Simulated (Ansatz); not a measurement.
SnGe (rock salt, Fm-3m), PBE+D3(BJ) (plane waves, PAW; program Ansatz), all energies at zero smearing, with the estimated change up to a 700 eV cutoff added, with one set of potentials and settings (totals compare only within such a set). Cell of 2 atoms (1 Sn, 1 Ge): -10319.573 eV.

```
element                reference phase  E (eV/atom)
-------  -----------------------------  -----------
Sn       I4_1/amd, 2 atoms in the cell   -6024.5534
Ge          Fd-3m, 2 atoms in the cell   -4295.2706
```

Formation energy per atom, worked out: (-10319.573 − 1×(-6024.5534) − 1×(-4295.2706))/2 = 0.125 eV/atom (12 kJ per mol of atoms), at 0 K, without zero-point energy or fitted corrections.

A made-up cell: these elements were put on the sites of a structure type; neither database checked (COD, Materials Project) lists it. Its standing as an ambient phase is unchecked. The cell was relaxed with PBE+D3(BJ) under the symmetry of its start; of distortions, only those at the zone centre were tested. The references are the lowest solids computed at this level, not always the standard phases. Spin–orbit coupling is left out wherever it is not named.

Potentials: the later of the program's two PAW sets.
